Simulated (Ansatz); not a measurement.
Relaxation of a generated cell, Ge built in the AFLOW prototype A_aP4_2_aci; 4 atoms in the cell, which starts as P-1 (No. 2), aP4; a = 2.976 Å, b = 3.524 Å, c = 7.899 Å, α = 85.70°, β = 89.06°, γ = 85.15°. The numbers are results of r2SCAN (plane waves to 500 eV, PAW, scalar-relativistic; Ansatz, a quantum-chemistry and plane-wave program), not measurements. Γ-centred k-mesh 8×7×3 on the run's cell (coarser than for final values), Fermi–Dirac smearing 0.05 eV. This is the first round of the run. 

The optimiser's lines from the output (shortened; P is positive under compression):

```
relax step   1: F+E_penalty+E_count = -17209.22724464 eV  Δ(F+E_penalty+E_count) = +0.000e0 eV  max|allowed force component| = 2.771e-1 eV/Å  Δτ_max = 0.0000 Å  P = -3.536 GPa  Ω = 82.320 Å³  (9 SCF iters, dr2 threshold 1.00e-7 eV, accepted)
relax step   2: F+E_penalty+E_count = -17209.41378932 eV  Δ(F+E_penalty+E_count) = -1.865e-1 eV  max|allowed force component| = 2.749e-1 eV/Å  Δτ_max = 0.1318 Å  P = +0.682 GPa  Ω = 75.327 Å³  (9 SCF iters, dr2 threshold 4.00e-7 eV, accepted)
relax step   3: F+E_penalty+E_count = -17209.46933974 eV  Δ(F+E_penalty+E_count) = -5.555e-2 eV  max|allowed force component| = 9.991e-2 eV/Å  Δτ_max = 0.1828 Å  P = +3.497 GPa  Ω = 72.389 Å³  (9 SCF iters, dr2 threshold 4.00e-7 eV, accepted)
relax step   4: F+E_penalty+E_count = -17209.53959674 eV  Δ(F+E_penalty+E_count) = -7.026e-2 eV  max|allowed force component| = 1.778e-1 eV/Å  Δτ_max = 0.1228 Å  P = +1.392 GPa  Ω = 74.223 Å³  (8 SCF iters, dr2 threshold 4.00e-7 eV, accepted)
relax step   5: F+E_penalty+E_count = -17209.65996992 eV  Δ(F+E_penalty+E_count) = -1.204e-1 eV  max|allowed force component| = 3.038e-1 eV/Å  Δτ_max = 0.1928 Å  P = -0.889 GPa  Ω = 77.299 Å³  (8 SCF iters, dr2 threshold 4.00e-7 eV, accepted)
relax step   6: F+E_penalty+E_count = -17209.81808561 eV  Δ(F+E_penalty+E_count) = -1.581e-1 eV  max|allowed force component| = 2.851e-1 eV/Å  Δτ_max = 0.1956 Å  P = -1.118 GPa  Ω = 77.557 Å³  (7 SCF iters, dr2 threshold 4.00e-7 eV, accepted)
relax step   7: F+E_penalty+E_count = -17209.90705095 eV  Δ(F+E_penalty+E_count) = -8.897e-2 eV  max|allowed force component| = 1.452e-1 eV/Å  Δτ_max = 0.1915 Å  P = -0.621 GPa  Ω = 77.047 Å³  (8 SCF iters, dr2 threshold 4.00e-7 eV, accepted)
relax step   8: F+E_penalty+E_count = -17209.92222315 eV  Δ(F+E_penalty+E_count) = -1.517e-2 eV  max|allowed force component| = 6.794e-2 eV/Å  Δτ_max = 0.0856 Å  P = +0.514 GPa  Ω = 76.097 Å³  (8 SCF iters, dr2 threshold 4.00e-7 eV, accepted)
relax step   9: F+E_penalty+E_count = -17209.97145492 eV  Δ(F+E_penalty+E_count) = -4.923e-2 eV  max|allowed force component| = 8.578e-2 eV/Å  Δτ_max = 0.1746 Å  P = -0.307 GPa  Ω = 76.915 Å³  (7 SCF iters, dr2 threshold 4.00e-7 eV, accepted)
relax step  10: F+E_penalty+E_count = -17210.02536995 eV  Δ(F+E_penalty+E_count) = -5.392e-2 eV  max|allowed force component| = 1.901e-1 eV/Å  Δτ_max = 0.1065 Å  P = -0.390 GPa  Ω = 77.341 Å³  (7 SCF iters, dr2 threshold 4.00e-7 eV, accepted)
relax step  11: F+E_penalty+E_count = -17210.10539000 eV  Δ(F+E_penalty+E_count) = -8.002e-2 eV  max|allowed force component| = 1.396e-1 eV/Å  Δτ_max = 0.2000 Å  P = +0.150 GPa  Ω = 77.101 Å³  (7 SCF iters, dr2 threshold 4.00e-7 eV, accepted)
relax step  12: F+E_penalty+E_count = -17210.15474008 eV  Δ(F+E_penalty+E_count) = -4.935e-2 eV  max|allowed force component| = 7.788e-2 eV/Å  Δτ_max = 0.1641 Å  P = +0.036 GPa  Ω = 77.164 Å³  (8 SCF iters, dr2 threshold 4.00e-7 eV, accepted)
relax step  13: F+E_penalty+E_count = -17210.16359766 eV  Δ(F+E_penalty+E_count) = -8.858e-3 eV  max|allowed force component| = 1.986e-3 eV/Å  Δτ_max = 0.0469 Å  P = +0.110 GPa  Ω = 77.196 Å³  (7 SCF iters, dr2 threshold 4.00e-7 eV, accepted)
relax step  14: F+E_penalty+E_count = -17210.16518648 eV  Δ(F+E_penalty+E_count) = -1.589e-3 eV  max|allowed force component| = 6.934e-4 eV/Å  Δτ_max = 0.0011 Å  P = -0.186 GPa  Ω = 77.481 Å³  (5 SCF iters, dr2 threshold 4.00e-7 eV, accepted)
relax step  15: F+E_penalty+E_count = -17210.16555864 eV  Δ(F+E_penalty+E_count) = -3.722e-4 eV  max|allowed force component| = 2.634e-2 eV/Å  Δτ_max = 0.0089 Å  P = -0.192 GPa  Ω = 77.448 Å³  (5 SCF iters, dr2 threshold 2.65e-7 eV, accepted)
relax step  16: F+E_penalty+E_count = -17210.16607857 eV  Δ(F+E_penalty+E_count) = -5.199e-4 eV  max|allowed force component| = 1.501e-2 eV/Å  Δτ_max = 0.0125 Å  P = -0.080 GPa  Ω = 77.285 Å³  (5 SCF iters, dr2 threshold 4.00e-7 eV, accepted)
relax step  17: F+E_penalty+E_count = -17210.16626546 eV  Δ(F+E_penalty+E_count) = -1.869e-4 eV  max|allowed force component| = 1.010e-3 eV/Å  Δτ_max = 0.0074 Å  P = -0.008 GPa  Ω = 77.204 Å³  (6 SCF iters, dr2 threshold 5.46e-8 eV, accepted)
relax step  18: F+E_penalty+E_count = -17210.16627142 eV  Δ(F+E_penalty+E_count) = -5.959e-6 eV  max|allowed force component| = 8.241e-5 eV/Å  Δτ_max = 0.0011 Å  P = -0.001 GPa  Ω = 77.192 Å³  (5 SCF iters, dr2 threshold 2.23e-9 eV, accepted)
relax step  19: F+E_penalty+E_count = -17210.16607130 eV  Δ(F+E_penalty+E_count) = +2.001e-4 eV  max|allowed force component| = 8.527e-5 eV/Å  Δτ_max = 0.0000 Å  P = -0.001 GPa  Ω = 77.192 Å³  stress off target by 1.25e-2 GPa  SCF on the basis re-selected at this cell (its energy is not comparable with the rows above)  (7 SCF iters)
```

From the first to the last row the energy changes by -0.23 eV/atom and the volume by -6.2 %. The last row is marked as not comparable with the walk above it, whose basis was carried along; it does compare with step 1, since both stand on a basis selected at the nominal cutoff for their own cell.

Later rounds, restarted from the end of this one on a renewed k-mesh, logged 15 more steps and released 0.02 eV/atom more. The final structure after all rounds: Pm-3m (No. 221), cP1, simple cubic type; a = b = c = 2.681 Å, α = β = γ = 90.00°. Between re-selections the logged energies stand on a plane-wave basis carried along with the cell. No spin polarisation in the result.

The run could not lose the symmetry of its start: the end is stationary, and may be a saddle point rather than a minimum.

The relaxed structure here is a generated cell of Ge: the first start was made by placing the elements on the sites of a structure type, and the end was not matched to a known phase here, so it may be hypothetical. Known forms of Ge include space group No. 227.
